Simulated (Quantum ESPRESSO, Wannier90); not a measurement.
**Wannierisation of Mg3ZnO4 (R-3m)**

```xyz
8
Lattice="-1.5128 2.6202 0.0000 -3.0256 0.0000 0.0000 -1.5128 0.8734 9.8562" Properties=species:S:1:pos:R:3 pbc="T T T"
Mg    -1.5128     0.8734     2.4708
Mg     1.5128    -0.8734    -2.4708
Mg    -3.0256     1.7468     4.9281
Zn     0.0000     0.0000     0.0000
O      0.0000     0.0000    -3.6982
O      0.0000     0.0000     3.6982
O     -1.5128     0.8734    -1.2769
O      1.5128    -0.8734     1.2769
```

Cell from Materials Project (mp-1222142), symmetrised, no further relaxation. Not found in the COD (Crystallography Open Database) copy used; not checked further. Level: PBEsol, no spin polarisation, no spin-orbit coupling; pw.x of Quantum ESPRESSO at 68 Ry with PseudoDojo potentials, 6×6×6 k-points, Wannier90. Density: 12×12×12 mesh, cold smearing 0.01 Ry.

Bands 17-20 form an isolated set from -17.41 to -15.71 eV relative to the valence-band maximum (on the path) and are turned into 4 Wannier functions by minimising the spread from the start: atomic waves O 2s.

Centres (Cartesian, Å; one of the equivalent choices) and spreads:

```
n       x       y       z  spread (Å²)  nearest atom
-  ------  ------  ------  -----------  ------------
1   0.000   0.000  -3.698        0.563            O5
2   0.000   0.000   3.698        0.563            O6
3  -1.513   0.873  -1.264        0.583            O7
4   1.513  -0.873   1.264        0.583            O8
```

Ω_I = 2.29 Å², Ω_total = 2.29 Å²; the interpolated bands follow pw.x to 0.0 meV rms on the path. Only this start was tried; a symmetric start can stop on a saddle, and mixtures of these functions could lower the total by at most Ω_total − Ω_I.
